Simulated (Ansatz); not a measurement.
Ti2CFH, Janus MXene-type layer, relaxed and computed with two functionals in Ansatz (plane waves, PAW).

```csv
functional,a (Å),thickness (Å)
PBE,___,___
r²SCAN+D4,3.024,4.49
```

Problem. Fill in the missing entries.

Solution. 
- PBE, a (Å): 3.040
- PBE, thickness (Å): 4.52

All cells were relaxed under the symmetry of their starts (and spin orders); stability against distortions was not tested throughout. Rows with no word on spin ran without spin polarisation. Constructed layers (a layer type filled with these elements): Ti2CFH, Janus MXene-type layer; Ti2CFH, Janus MXene-type layer.

Potentials: the later of the program's two PAW sets.

Ansatz (a program for electronic structure) is a plane-wave DFT program.
